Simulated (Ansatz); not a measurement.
BiTe at a changed volume — 209Bi NMR of the central transition

Cell: a structure deposited in the COD, relaxed with PBE at fixed cell and then changed (volume scaled by 0.94, ions relaxed).

Space group P-3m1 (No. 164); a = 4.3317, c = 23.5590 Å, γ = 120.00°.

```csv
site,Wyckoff,site symmetry,x,y,z
Bi1,2c,3m.,0.0000,0.0000,0.1238
Bi3,2d,3m.,0.3333,0.6667,0.2922
Bi5,2d,3m.,0.6667,0.3333,0.4638
Te7,2d,3m.,0.3333,0.6667,0.0504
Te9,2d,3m.,0.6667,0.3333,0.2084
Te11,2c,3m.,0.0000,0.0000,0.3663
```

One atom of each set is listed.

All values are calculated (Ansatz; DFT, PBE, plane waves and PAW, scalar-relativistic, 420 eV cutoff, Γ-centred 11×11×2 k-points, Fermi–Dirac smearing 0.05 eV), not measured.

209Bi has I = 9/2 and Q = -516.0 mb (Pyykkö 2018); at 14.1 T its Larmor frequency is ν₀ = 98.2 MHz (from the bare nuclear moment; shielding lowers the observed one by a per cent or two). Only the quadrupole interaction is simulated: positions count from each site's isotropic chemical shift, and shift anisotropy, dipolar and J coupling are left out.

Simulated pattern of one Bi site (static powder, Gaussian broadening 40 kHz):

offset (kHz), height and a bar:
```
   -528.6          5 
   -491.9         79 ########################
   -455.2        100 ##############################
   -418.5         64 ###################
   -381.8         51 ###############
   -345.0         45 #############
   -308.3         41 ############
   -271.6         38 ###########
   -234.9         36 ##########
   -198.2         35 ##########
   -161.4         33 #########
   -124.7         33 #########
    -88.0         33 #########
    -51.3         32 #########
    -14.6         31 #########
     22.2         26 #######
     58.9         27 #######
     95.6         29 ########
    132.3         32 #########
    169.0         36 ##########
    205.8         45 #############
    242.5         71 #####################
    279.2         56 ################
    315.9          4
```

Q: Which |C_Q| and η does the pattern imply?

A: The pattern spans 760 kHz before broadening and its centre of gravity is at -146 kHz, which fixes P_Q; the places of the horns and steps fix η. That gives P_Q = 102 MHz, |C_Q| = 102 MHz and η = 0.00, the values that the calculation gives site Bi5 (3 Bi at 3.03 Å, 3 Te at 3.39 Å). The other sites have |C_Q| = 26.7, 49.7 MHz. The sign of C_Q can't be read from the pattern.

An axis of threefold or higher order runs through Bi5, so V_zz lies along it and η is zero.

Spin–orbit coupling is left out, which shifts gradients on Bi by a few per cent in wide-gap crystals, and can shift them far more where the calculated gap is small or absent, as here. Newer work puts Q(²⁰⁹Bi) near −420 mb, which would lower these couplings by about a fifth. With a gap of 0.20 eV under a smearing of 0.05 eV the band edges are partly filled, so small gradients can hang on the smearing and the k-mesh. At this changed cell the PBE pressure is 5 GPa.

The relaxation (4 steps) took 75 s of wall time (4.5 min of CPU time) and 2 GiB at its peak, on 4 threads of Intel Xeon Platinum 8259CL CPU @ 2.50GHz (Skylake/Cascade Lake) (x86_64; 16 cores open to the job, memory cap 8.0 GiB, no GPU), a shared host with a load of 0.4 a core.
